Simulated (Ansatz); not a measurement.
ZrGeS, first-principles data

ZrGeS:
```xyz
6
Lattice="3.6023 0.0000 0.0000 0.0000 3.6023 0.0000 0.0000 0.0000 7.9835" Properties=species:S:1:pos:R:3 pbc="T T T"
Zr     0.0000     1.8012     5.7768
Zr     1.8012     0.0000     2.2067
Ge     1.8012     1.8012     0.0000
Ge     0.0000     0.0000     0.0000
S      0.0000     1.8012     3.0312
S      1.8012     0.0000     4.9522
```

Space group P4/nmm (No. 129); conventional cell a = b = 3.6023 Å, c = 7.9835 Å, α = β = γ = 90.00°.

Method: PBEsol in the plane-wave PAW code Ansatz. Geometry: relaxed at this level of theory. Other levels are named where they apply.

**Cell and energy**

```
Property                                                       Result
-----------------------------------------------------  --------------
Volume per atom                                              17.27 Å³
Density                                                    6.28 g/cm³
Formation energy from the elements (no fitted shifts)  -1273 meV/atom
```

**Electronic structure**

```
Quantity                                                                    Result
------------------------------------  --------------------------------------------
Electronic character                                             metallic (no gap)
Density of states at the Fermi level  0.11 states/eV per atom (mean over ±0.08 eV)
```

**Mechanics**

```
Quantity                                                                                                    Value
--------------------------------------------  -------------------------------------------------------------------
Bulk modulus (Birch–Murnaghan fit)                                                                        132 GPa
Pressure derivative B′                                                                                        4.5
Elastic constants (relaxed ions, GPa)         C11 = 238, C12 = 87.6, C13 = 72.2, C33 = 248, C44 = 74.9, C66 = 117
Mechanical stability                                                       stable (all eigenvalues of C positive)
Hill bulk and shear moduli                                                                       132 and 84.8 GPa
Young's modulus                                                                                           209 GPa
Poisson's ratio                                                                                              0.24
Debye temperature from the elastic constants                                                                469 K
```

The first step of the workflow began from a Materials Project structure, measured or hypothetical; the Crystallography Open Database files this formula in space group No. 129, but the cells were not matched. Whether it is the stable phase at ambient conditions was not checked. The PBEsol relaxation kept the symmetry of its start; whether a distortion lowers the energy is not shown. The run is not spin-polarised. As this level gives no gap, shear constants depend on the k-mesh and smearing (Fermi–Dirac, 0.1 eV here). The references are the lowest solids computed at this level, not always the standard phases. Scalar-relativistic: spin–orbit coupling is off unless named, which matters more the heavier the elements.

Potentials: the later of the program's two PAW sets.
